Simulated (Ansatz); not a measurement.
## Ta₂O₅: moving O off its site

Ta₂O₅, C2, a = 6.028 Å, b = 5.129 Å, c = 5.768 Å, β = 118.2°. The structure is a Materials Project entry; whether it is the stable form wasn't checked. Ansatz: r2SCAN, PAW, 500 eV, Γ-centred 6×6×6 mesh on 7 atoms, Gaussian smearing 0.05 eV; no spin polarisation.

```
Ta O
1.0
     3.01406   -2.56465    0.00805
     3.01406    2.56465    0.00805
    -2.74061    0.00000    5.07492
Ta O
2 5
Direct
  0.22831 0.15303 0.29378
  0.84697 0.77169 0.70622
  0.63309 0.21680 0.64782
  0.23643 0.11382 0.95965
  0.27683 0.72317 0.50000
  0.88618 0.76357 0.04035
  0.78320 0.36691 0.35218
```

Atom 5 (O) moves by x along the unit vector (-0.607, -0.625, -0.491), with its periodic images; all else is held. y is the free energy of the cell over the start, F the force along the path summed over the moved atoms.

| x (Å) | y (meV) | F (eV/Å) |
| --- | --- | --- |
| -0.1000 | 79.2 | 1.55 |
| -0.0667 | 35.8 | 1.06 |
| -0.0333 | 9.1 | 0.54 |
| 0.0000 | 0.0 | 0.00 |
| 0.0167 | 2.4 | -0.28 |
| 0.0333 | 9.5 | -0.57 |
| 0.0500 | 21.6 | -0.88 |
| 0.0667 | 38.8 | -1.19 |
| 0.0833 | 61.1 | -1.51 |
| 0.1000 | ? | ? |

Fit y = c2 x² + c3 x³ + c4 x⁴ to the energies of the other rows, give the force constant, and predict energy and force of the missing row.

Least squares on the rows shown. y = 8367 x² + 4932 x³ + 4466 x⁴. The force constant is 2 c2 = 16.7 eV/Å² (for all images moving together, not for a lone atom). The force −dy/dx at the missing row is -1.84 eV/Å (computed -1.84). At x = 0.1000 the fit asked for gives 89.0 meV. The run gave 89.1 meV, so the fit is 0.1 meV too low, a small miss on the scale of the series.

Spin–orbit coupling is left out, which can shift energies with elements as heavy as these.